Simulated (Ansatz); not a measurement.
## AlGa2: stable or not

It was reached by relaxing an invented guess, and it needn't be the stable form of this composition.

Computed with Ansatz 0.2.0, DFT PBE, scalar-relativistic, plane waves, PAW. Settings of the last relaxation (3-atom cell): 420 eV, 14×14×14 k points, Gaussian smearing of 0.10 eV, no spin polarisation.

```cif
data_structure
_symmetry_space_group_name_H-M 'P 1'
_symmetry_Int_Tables_number 1
_cell_length_a 4.4104
_cell_length_b 4.4104
_cell_length_c 4.4104
_cell_angle_alpha 60.000
_cell_angle_beta 60.000
_cell_angle_gamma 60.000
_cell_volume 60.66
loop_
_atom_site_label
_atom_site_type_symbol
_atom_site_fract_x
_atom_site_fract_y
_atom_site_fract_z
_atom_site_occupancy
Al1 Al 0.00000 0.00000 0.00000 1
Ga1 Ga 0.25000 0.25000 0.25000 1
Ga2 Ga 0.75000 0.75000 0.75000 1
```

The zero of energy is the elements' standard structures at the same level; no fitted shifts are applied.

**Question.** These tests were run: energy against the elements; phonons at Γ. What do they show?

**Answer.**

| test | result |
| --- | --- |
| energy against the elements | +0.05 eV/atom |
| phonons at Γ | lowest optical mode 116 cm⁻¹ |

It fails one test: energy against the elements. It may still be a metastable minimum.

The run for the phonons used a 14×14×14 k mesh and Fermi–Dirac smearing of 0.15 eV.
